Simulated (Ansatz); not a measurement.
ZrSi:
```
CELL_PARAMETERS angstrom
      6.26448     0.00000     0.00000
     -3.13224     5.42520     0.00000
      0.00000     0.00000     4.02127
ATOMIC_POSITIONS crystal
  Zr 0.50000 0.00000 0.00000
  Zr 0.50000 0.50000 0.00000
  Zr 0.00000 0.50000 0.00000
  Si 0.00000 0.00000 0.00000
  Si 0.33333 0.66667 0.50000
  Si 0.66667 0.33333 0.50000
```

Relaxed with PBE. Special points in fractions of this cell's reciprocal vectors: Γ (0.000, 0.000, 0.000); M (0.500, 0.000, 0.000); K (0.333, 0.333, 0.000); A (0.000, 0.000, 0.500); L (0.500, 0.000, 0.500); H (0.333, 0.333, 0.500).

Question: List the band energies nearest the Fermi level at these points for DFT-PBE in the program Ansatz with PAW potentials.

Answer: In eV from the Fermi level; about four levels below and three above (degenerate sets whole), none deeper than 8.9 eV; points with the same levels are listed once.

```csv
k,below,above
Γ,-1.57 -1.57 -0.67 -0.67,0.29 0.50 0.50
M,-1.35 -1.29 -0.87 -0.45,0.28 1.00 1.49
K,-2.03 -2.03 -1.19 -1.19 -0.88,0.08 0.08 0.24
A,-0.67 -0.64 -0.29 -0.29,1.53 1.75 1.75
L,-1.92 -1.41 -1.03 -0.84,0.08 0.40 0.76
H,-1.62 -1.62 -0.52 -0.08,0.51 1.60 1.60
```

Space group P6/mmm. A made-up cell: these elements were put on the sites of a structure type; neither database checked (COD, Materials Project) lists it. COD files the formula under space group No. 62, 63, so this cell is another polymorph or a model. Whether it is the stable phase at ambient conditions was not checked. The cell was relaxed with PBE under the symmetry of its start; its stability against distortions is not shown here. No spin polarisation was allowed. Spin–orbit coupling is left out wherever it is not named.

Potentials: the later of the program's two PAW sets.
